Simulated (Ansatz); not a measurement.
**A run on H3OF**

```yaml
crystal:
  lattice:
    - [5.89213507, 0.0, 0.0]
    - [0.0, 4.17123172, 0.0]
    - [0.0, 0.0, 6.10259572]
  atoms:
    - { symbol: H, position: [0.8021602342, 0.25, 0.5411020802] }
    - { symbol: H, position: [0.1978397658, 0.75, 0.4588979198] }
    - { symbol: H, position: [0.3021602342, 0.25, 0.9588979198] }
    - { symbol: H, position: [0.6978397658, 0.75, 0.0411020802] }
    - { symbol: H, position: [0.1012945841, 0.5458195043, 0.2408599426] }
    - { symbol: H, position: [0.8987054159, 0.0458195043, 0.7591400574] }
    - { symbol: H, position: [0.6012945841, 0.9541804957, 0.2591400574] }
    - { symbol: H, position: [0.3987054159, 0.4541804957, 0.7408599426] }
    - { symbol: H, position: [0.6012945841, 0.5458195043, 0.2591400574] }
    - { symbol: H, position: [0.3987054159, 0.0458195043, 0.7408599426] }
    - { symbol: H, position: [0.1012945841, 0.9541804957, 0.2408599426] }
    - { symbol: H, position: [0.8987054159, 0.4541804957, 0.7591400574] }
    - { symbol: O, position: [0.5775433418, 0.75, 0.1652054341] }
    - { symbol: O, position: [0.4224566582, 0.25, 0.8347945659] }
    - { symbol: O, position: [0.0775433418, 0.75, 0.3347945659] }
    - { symbol: O, position: [0.9224566582, 0.25, 0.6652054341] }
    - { symbol: F, position: [0.6343817007, 0.25, 0.3733953634] }
    - { symbol: F, position: [0.3656182993, 0.75, 0.6266046366] }
    - { symbol: F, position: [0.1343817007, 0.25, 0.1266046366] }
    - { symbol: F, position: [0.8656182993, 0.75, 0.8733953634] }
kpoints:
  mp_grid: { grid: [4, 5, 4] }
scf:
  occupations: { method: fermi_dirac, width: 0.02 }
  max_iter: 75
hamiltonian:
  xc: b3-lyp
  pseudopotentials: { kind: paw }
output:
  forces: true
  stress: true
  populations: true
  efg:
    quadrupole_moments_barn: { H: 0.00285783, O: -0.02558 }
    contact_densities: true
```

```sh
ansatz run input.yaml --threads 1 --pin off --max-ram 2560MiB --backend cpu --events-out ev --progress --plain --runs-dir out
```

(1) Does this calculation finish, and if not, why?

Results:

(1) The program refused the input. The input holds an unknown functional. The program says:

```
Error: YAML parse error: error: line 33 column 7: hamiltonian.xc: unknown variant `b3-lyp`, expected one of `lda`, `lda-pw`, `pw92`, `pbe`, `pbesol`, `rpbe`, `revpbe`, `blyp`, `pbe0`, `revpbe0`, `b3lyp`, `b3lyp5`, `hse06`, `wpbeh`, `hiss`, `lc_wpbe`, `cam_b3lyp`, `hf`, `r2scan`, `r2scanh`, `r2scan0`, `r2scan50`, `mr2scan`
  --> <input>:33:7
   |
31 |   max_iter: 75
32 | hamiltonian:
33 |   xc: b3-lyp
   |       ^ hamiltonian.xc: unknown variant `b3-lyp`, expected one of `lda`, `lda-pw`, `pw92`, `pbe`, `pbesol`, `rpbe`, `revpbe`, `blyp`, `pbe0`, `revpbe0`, `b3lyp`, `b3lyp5`, `hse06`, `wpbeh`, `hiss`, `lc_wpbe`, `cam_b3lyp`, `hf`, `r2scan`, `r2scanh`, `r2scan0`, `r2scan50`, `mr2scan`
34 |   pseudopotentials: { kind: paw }
35 | output:
   |
```

Against a sound input the change was `hamiltonian.xc`: pbe → b3-lyp; `scf.max_iter`: not typed → 75.

With the sound settings the run converges and gives V_zz (10²¹ V/m²) H1 1.84 (η 0.18), H5 1.88 (η 0.15), O -11.63 (η 0.03), F -6.73 (η 0.06); a site carries the number of its first atom in the input. These hold for the positions as typed, which a relaxation reached.
